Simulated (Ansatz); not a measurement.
SrCd₂Sb₂ in space group P-3m1 (No. 164; Sr on 1a, Cd on 2d, Sb on 2d), DFT-r²SCAN in the program Ansatz with PAW potentials, all energies at zero smearing, with the estimated change up to a 700 eV cutoff added, with one set of potentials and settings (totals compare only within such a set). Cell of 5 atoms (1 Sr, 2 Cd, 2 Sb): -33093.002 eV.

```json
[
 {"element": "Sr", "reference phase": "P6_3/mmc, 2 atoms in the cell", "E (eV/atom)": "-3555.1144"},
 {"element": "Cd", "reference phase": "P6_3/mmc, 2 atoms in the cell", "E (eV/atom)": "-8268.1834"},
 {"element": "Sb", "reference phase": "R-3m, 2 atoms in the cell", "E (eV/atom)": "-6499.1272"}
]
```

Formation energy per atom, worked out: (-33093.002 − 1×(-3555.1144) − 2×(-8268.1834) − 2×(-6499.1272))/5 = -0.653 eV/atom (-63 kJ per mol of atoms), at 0 K, without zero-point energy or fitted corrections.

The workflow started from an entry of the Crystallography Open Database (COD). Whether it is the stable phase at ambient conditions was not checked. Symmetry was held in the r²SCAN relaxation; its stability against distortions is not shown here. The references are the lowest solids computed at this level, not always the standard phases. Scalar-relativistic: spin–orbit coupling is off unless named, which matters more the heavier the elements.

Potentials: the later of the program's two PAW sets.
